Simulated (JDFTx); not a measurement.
An input for JDFTx (a modified build) (Cu(100), linear PCM (GLSSA13), water, 1 M NaF; bohr, hartree) and the course of its log:

```
lattice \
  4.7802984669 0.0000000000 0.0000000000 \
  0.0000000000 4.7802984669 0.0000000000 \
  0.0000000000 0.0000000000 43.8416460913
coords-type Lattice
ion Cu 0.0000000000 0.0000000000 -0.1541995690 0
ion Cu 0.5000000000 0.5000000000 -0.0770997840 0
ion Cu 0.0000000000 0.0000000000 0.0000000000 0
ion Cu 0.5000000000 0.5000000000 0.0770997840 0
ion Cu 0.0000000000 0.0000000000 0.1541995690 0
ion-species pseudo/cu_pbe_v1.2.upf
elec-cutoff 20 100
elec-ex-corr gga-PBE
coulomb-interaction Slab 001
coulomb-truncation-embed 0 0 0
kpoint-folding 8 8 1
elec-smearing Fermi 0.01
elec-n-bands 61
target-mu -0.141117
electronic-scf nIterations 100 energyDiffThreshold 1e-10
fluid LinearPCM
pcm-variant GLSSA13
fluid-solvent H2O
fluid-cation Na+ 1
fluid-anion F- 1
fluid-minimize nIterations 400 knormThreshold 1e-11
wavefunction read f0.wfns
elec-initial-eigenvals f0.eigenvals
elec-initial-fillings read f0.fillings
fluid-initial-state f0.fluidState
dump-name f0_u0.$VAR
dump End State Ecomponents EigStats BandEigs Forces ElecDensity IonicPositions Fillings Kpoints Dtot FluidDebug BoundCharge FluidDensity
```

```
[one cycle in 5 is shown, and the last three; fluid-solver lines are left out]
	FillingsUpdate:  mu: -0.141117000  nElectrons: 95.814498
SCF: Cycle:  0   G: -995.387842619033222   dG: +3.893e-01   |Residual|: 8.415e-02   |deigs|: 3.889e-07
	FillingsUpdate:  mu: -0.141117000  nElectrons: 95.132871
SCF: Cycle:  5   G: -995.772871758179122   dG: -2.153e-02   |Residual|: 9.205e-03   |deigs|: 2.663e-03
	FillingsUpdate:  mu: -0.141117000  nElectrons: 95.055346
SCF: Cycle: 10   G: -995.777676100022973   dG: -4.916e-04   |Residual|: 1.958e-03   |deigs|: 6.190e-04
	FillingsUpdate:  mu: -0.141117000  nElectrons: 95.061559
SCF: Cycle: 15   G: -995.777685946208067   dG: +3.470e-06   |Residual|: 9.949e-04   |deigs|: 7.632e-04
	FillingsUpdate:  mu: -0.141117000  nElectrons: 95.059099
SCF: Cycle: 20   G: -995.777691758060200   dG: -5.667e-08   |Residual|: 6.369e-05   |deigs|: 1.978e-04
	FillingsUpdate:  mu: -0.141117000  nElectrons: 95.058729
SCF: Cycle: 25   G: -995.777691664763211   dG: -1.738e-08   |Residual|: 4.101e-05   |deigs|: 1.764e-05
	FillingsUpdate:  mu: -0.141117000  nElectrons: 95.058878
SCF: Cycle: 30   G: -995.777691734096607   dG: +3.238e-08   |Residual|: 4.080e-05   |deigs|: 8.334e-06
	FillingsUpdate:  mu: -0.141117000  nElectrons: 95.059216
SCF: Cycle: 35   G: -995.777691752787973   dG: -7.620e-09   |Residual|: 5.687e-05   |deigs|: 8.403e-06
	FillingsUpdate:  mu: -0.141117000  nElectrons: 95.059074
SCF: Cycle: 40   G: -995.777691765719055   dG: -2.466e-07   |Residual|: 2.766e-05   |deigs|: 1.291e-05
	FillingsUpdate:  mu: -0.141117000  nElectrons: 95.059170
SCF: Cycle: 45   G: -995.777691764403016   dG: -9.950e-09   |Residual|: 3.334e-05   |deigs|: 4.615e-06
	FillingsUpdate:  mu: -0.141117000  nElectrons: 95.058893
SCF: Cycle: 50   G: -995.777691723218823   dG: +2.856e-08   |Residual|: 3.018e-05   |deigs|: 3.600e-06
	FillingsUpdate:  mu: -0.141117000  nElectrons: 95.058967
SCF: Cycle: 55   G: -995.777691754435523   dG: -4.545e-08   |Residual|: 4.501e-05   |deigs|: 1.093e-05
	FillingsUpdate:  mu: -0.141117000  nElectrons: 95.058917
SCF: Cycle: 60   G: -995.777691736458564   dG: -6.748e-09   |Residual|: 1.807e-05   |deigs|: 2.055e-06
	FillingsUpdate:  mu: -0.141117000  nElectrons: 95.058788
SCF: Cycle: 65   G: -995.777691689988387   dG: +5.446e-08   |Residual|: 2.696e-05   |deigs|: 6.592e-06
	FillingsUpdate:  mu: -0.141117000  nElectrons: 95.059086
SCF: Cycle: 70   G: -995.777691764506812   dG: -1.020e-08   |Residual|: 1.453e-05   |deigs|: 2.064e-05
	FillingsUpdate:  mu: -0.141117000  nElectrons: 95.058927
SCF: Cycle: 75   G: -995.777691743949049   dG: -5.961e-09   |Residual|: 2.343e-05   |deigs|: 5.401e-06
	FillingsUpdate:  mu: -0.141117000  nElectrons: 95.058805
SCF: Cycle: 80   G: -995.777691697424984   dG: +1.620e-08   |Residual|: 3.745e-05   |deigs|: 1.180e-06
	FillingsUpdate:  mu: -0.141117000  nElectrons: 95.059827
SCF: Cycle: 85   G: -995.777691310504565   dG: +4.541e-07   |Residual|: 9.044e-05   |deigs|: 1.721e-05
	FillingsUpdate:  mu: -0.141117000  nElectrons: 95.058771
SCF: Cycle: 90   G: -995.777691682268369   dG: +1.295e-08   |Residual|: 3.524e-05   |deigs|: 1.053e-06
	FillingsUpdate:  mu: -0.141117000  nElectrons: 95.058842
SCF: Cycle: 95   G: -995.777691713957097   dG: -3.390e-08   |Residual|: 1.819e-05   |deigs|: 6.108e-06
	FillingsUpdate:  mu: -0.141117000  nElectrons: 95.059337
SCF: Cycle: 97   G: -995.777691721211227   dG: +4.530e-08   |Residual|: 2.781e-05   |deigs|: 5.956e-06
	FillingsUpdate:  mu: -0.141117000  nElectrons: 95.058870
SCF: Cycle: 98   G: -995.777691727496631   dG: -6.285e-09   |Residual|: 3.904e-05   |deigs|: 1.561e-05
	FillingsUpdate:  mu: -0.141117000  nElectrons: 95.058892
SCF: Cycle: 99   G: -995.777691733171991   dG: -5.675e-09   |Residual|: 1.947e-05   |deigs|: 1.742e-06
SCF: None of the convergence criteria satisfied after 100 iterations.
IonicMinimize: Iter:   0  G: -995.777691733171991  |grad|_K:  0.000e+00
IonicMinimize: Converged (|grad|_K<1.000000e-04).
```

This run gave no converged result. The loop ran out of cycles short of its threshold. It has stalled and not diverged: the last ten energies span 1e-07 Ha, so the total is near its end, but levels, forces and the electron count aren't shown converged.
